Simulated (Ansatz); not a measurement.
The cell below belongs to a search over invented structures; it isn't taken from experiment.

Input and command of a plane-wave DFT calculation in Ansatz:

```yaml
crystal:
  lattice:
    - [3.708671627, 0.0, 0.0]
    - [-1.8543358135, 3.2118038433, 0.0]
    - [0.0, 0.0, 12.2726270729]
  atoms:
    - { symbol: "Y", position: [0.6666666667, 0.3333333333, 0.3789621033] }
    - { symbol: "Y", position: [0.3333333333, 0.6666666667, 0.6210378967] }
    - { symbol: Lu, position: [0.3333333333, 0.6666666667, 0.119799259] }
    - { symbol: Lu, position: [0.6666666667, 0.3333333333, 0.880200741] }
    - { symbol: O, position: [0.6666666667, 0.3333333333, 0.0755468927] }
    - { symbol: O, position: [0.3333333333, 0.6666666667, 0.9244531073] }
basis:
  ecutwfc: 420
kpoints:
  mp_grid: { grid: [12, 12, 4] }
hamiltonian:
  xc: pbe
scf:
  occupations: { method: gaussian, width: 0.1 }
output:
  forces: true
  stress: true
  eigenvalues: true
  write_density: true
  write_potential: true
  elf: true
  volumetric_format: npy
relax:
  adjacent_minimum: "off"
  f_tol: 0.01
  max_steps: 30
  cell: { stress_tol: 0.1, fix: [volume] }
```

```bash
ansatz run input.yaml --threads 1 --pin off --max-ram 2560MiB --backend cpu --events-out ev --progress --plain --runs-dir out
```

Processor: Intel(R) Xeon(R) Processor @ 2.70GHz, 1 thread, on a host shared with other jobs.

Problem. How long does it run, and how much memory does it take?

Solution. About 3.8 min, peak memory 0.7 GiB. It solves 51 bands at 69 k points (after reduction by symmetry) with about 2861 plane waves, in 44 SCF iterations over 5 ionic steps.
